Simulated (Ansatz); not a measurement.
One crystal and one scan (energy against volume) at two levels, r2SCAN (plane waves to 500 eV, PAW, scalar-relativistic; Ansatz, an electronic-structure program) and PBE (plane waves to 420 eV, PAW, scalar-relativistic; Ansatz), each from its own relaxed cell and on its own mesh. The cell shown is that of r2SCAN.

Mg₃Sb₂ (A-La2O3 type, space group P-3m1)

```
Mg3Sb2
1.0
    4.56691     0.00000     0.00000
   -2.28346     3.95506     0.00000
    0.00000     0.00000     7.24702
Sb Mg
2 3
Direct
  0.33333   0.66667   0.22875
  0.66667   0.33333   0.77125
  0.00000   0.00000   0.00000
  0.33333   0.66667   0.63354
  0.66667   0.33333   0.36646
```

E(V) scan at fixed shape, V₀ the volume above. The atoms relax within the cell's symmetry.

E stands for the smeared free energy. Mg3Sb2 was relaxed with its symmetry unable to fall. Spin-orbit coupling is left out, though Sb is heavy. With the shape held, the modulus is that of even scaling; a crystal free to change shape is softer. Percentages come from the unrounded values. Both scans cover V/V₀ from 0.840 to 1.160.

Results of r2SCAN:

- Lattice constant a (Å): 4.567
- Lattice constant c (Å): 7.247
- Relaxed volume (Å³/atom): 26.18
- Band gap of the relaxed cell, no spin-orbit coupling (eV): 0.61
- Pressure at the smallest volume (GPa): 11.5
- Energy cost of the largest compression (meV/atom): 129.8
- Energy cost of the largest expansion (meV/atom): 74.5
- Bulk modulus at fixed cell shape B₀ (third-order Birch-Murnaghan fit) (GPa): 46.0
- Pressure derivative B₀′ (fit): 4.1
- Pressure for 5 % compression (fit) (GPa): 2.6

Problem. Estimate the PBE values.

Solution. 
| quantity | PBE | r2SCAN − PBE |
|---|---|---|
| Lattice constant a (Å) | 4.596 | -0.029 (-0.6 %) |
| Lattice constant c (Å) | 7.272 | -0.025 (-0.3 %) |
| Relaxed volume (Å³/atom) | 26.60 | -0.42 (-1.6 %) |
| Band gap of the relaxed cell, no spin-orbit coupling (eV) | 0.15 | +0.46 |
| Pressure at the smallest volume (GPa) | 10.6 | +0.9 (+9 %) |
| Energy cost of the largest compression (meV/atom) | 120.7 | +9.1 (+7.6 %) |
| Energy cost of the largest expansion (meV/atom) | 68.2 | +6.3 (+9.2 %) |
| Bulk modulus at fixed cell shape B₀ (third-order Birch-Murnaghan fit) (GPa) | 41.7 | +4.3 (+10 %) |
| Pressure derivative B₀′ (fit) | 4.3 | -0.2 (-3 %) |
| Pressure for 5 % compression (fit) (GPa) | 2.4 | +0.2 (+10 %) |

r2SCAN gives the higher value for: band gap of the relaxed cell, no spin-orbit coupling; pressure at the smallest volume; energy cost of the largest compression; energy cost of the largest expansion; bulk modulus at fixed cell shape B₀. r2SCAN gives the lower value for: lattice constant a; lattice constant c; relaxed volume.

(A scan under strain: stresses follow from slopes of the energy per volume, elastic moduli from its curvatures.)
